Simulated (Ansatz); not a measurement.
**Formation energy of CoSn**

Method: PBE with spin–orbit coupling; two-component spinors; PAW, 420 eV, 6×6×8 k-mesh, Gaussian smearing of 0.05 eV; code Ansatz; PAW files: Ansatz's generated set soft_2.

The chain of runs began from a structure of the Materials Project database, expanded in volume; all values here are this work's own. Such entries can be computed or ordered models and not known phases.

The structure is hexagonal, space group P6/mmm (No. 191). The conventional cell has a = 5.295 Å, b = 5.295 Å, c = 4.232 Å, α = 90.00°, β = 90.00°, γ = 120.00°. Co (site symmetry mmm) is surrounded by 6 Sn at 2.61 to 2.65 Å and 4 Co at 2.65 Å. Sn (site symmetry -6m2) is surrounded by 6 Co at 2.61 Å. Sn (site symmetry 6/mmm) is surrounded by 6 Co at 2.65 Å. (Neighbours are counted to 15 % beyond the shortest distance.)

The elements were computed in their standard states with the same datasets, cutoff and functional. Tin is taken as white (β) tin. Absolute energies hang on the potentials; compare differences alone.

Energy of the relaxed cell (6 atoms, smearing extrapolated to zero): -33458.812 eV. Elements, in eV/atom: Co -5126.403, Sn -6026.318.

Q: What is the formation energy?

A: [-33458.812 − (3 × -5126.403 + 3 × -6026.318)] / 6 = -0.11 eV/atom, or -10 kJ per mole of atoms.

The value is for 0 K, without zero-point energy. A negative value shows stability against the elements alone, not against other compounds or structures.

With 93 valence electrons in the calculation's cell and no magnetic order, the Kramers pairs of bands, two electrons each, can't all be full or empty: band theory demands a metal. (Only strong correlation, outside this picture, could make a Mott insulator of it.)

The starting moments died out; a magnetic state reached from other starts isn't excluded.
